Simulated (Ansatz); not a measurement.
# Relaxing a structure of ZrS3

The relaxed structure here is a generated cell of ZrS3: the first start was made by placing the elements on the sites of a structure type, and the end was not matched to a known phase here, so it may be hypothetical.

The start is a generated cell, ZrS3 placed in the AFLOW prototype AB3_mC16_12_g_ij (D0_15, as in AlCl3). Cell shape, volume and atoms are optimised at zero target pressure with PBE (plane waves to 420 eV, PAW, scalar-relativistic; Ansatz, a program for electronic structure). The first steps use a coarse 5×5×4 k-mesh.

Input geometry:
```yaml
crystal:
  lattice:
    - [2.93328, -5.07595, 0.00000]
    - [2.93328, 5.07595, 0.00000]
    - [-1.90988, 0.00000, 5.79191]
  atoms:
    - { symbol: Zr, position: [0.83380, 0.16620, 0.00000] }
    - { symbol: Zr, position: [0.16620, 0.83380, 0.00000] }
    - { symbol: S, position: [0.21470, 0.21470, 0.22630] }
    - { symbol: S, position: [0.78530, 0.78530, 0.77370] }
    - { symbol: S, position: [0.93049, 0.57311, 0.22480] }
    - { symbol: S, position: [0.42689, 0.06951, 0.77520] }
    - { symbol: S, position: [0.06951, 0.42689, 0.77520] }
    - { symbol: S, position: [0.57311, 0.93049, 0.22480] }
```

Question: How large is the pressure on the unrelaxed cell, and of which sign?

Answer: +28.9 GPa (positive: the cell is compressed).

Question: What is the largest force in the starting geometry, and on which atom (counted from 1)?

Answer: 4.52 eV/Å, on S3, S4 (atoms numbered as listed).

Question: By how much does the energy per atom fall from start to end?

Answer: 0.94 eV/atom.

Question: How does the volume change?

Answer: +5.4 %, from 21.56 to 22.73 Å³/atom.

Question: How do the shortest distances between atoms change?

Answer: The closest pairs of elements (up to four, under 3.6 Å), start → end: S–S 3.09 → 2.13 Å; S–Zr 2.29 → 2.45 Å; Zr–Zr 3.37 → 3.51 Å.

Question: Is the relaxed structure metallic? Give its gap.

Answer: 0.79 eV, indirect (valence top at A, conduction bottom at 25 % of the way from M to A) (no spin-orbit coupling).

Question: Write out the relaxed structure.

Answer: 
```cif
data_S12Zr4
_chemical_formula_sum 'Zr4 S12'
_space_group_name_H-M_alt 'C2/m'
_space_group_IT_number 12
_space_group_name_Hall '-C 2y'
_cell_length_a 6.62051
_cell_length_b 10.73650
_cell_length_c 5.12175
_cell_angle_alpha 90.000
_cell_angle_beta 92.785
_cell_angle_gamma 90.000
loop_
_atom_site_label
_atom_site_type_symbol
_atom_site_symmetry_multiplicity
_atom_site_Wyckoff_symbol
_atom_site_fract_x
_atom_site_fract_y
_atom_site_fract_z
_atom_site_occupancy
Zr1 Zr 4 g 0.00000 0.16336 0.00000 1
S1 S 4 i 0.24466 0.00000 0.12401 1
S2 S 8 j 0.21435 0.31016 0.33954 1
```
(The calculation used a cell of 8 atoms; values per cell refer to that cell.)

The space group stays C2/m (No. 12) (the run could not lower it), with 8 atoms in the primitive cell. Final values are on a 6×6×7 k-mesh of the relaxed cell. The relaxed cell holds bonded S–S pairs (2.13 Å). No spin polarisation in the result.

The run could not lose the symmetry of its start, so the end can be a saddle point.
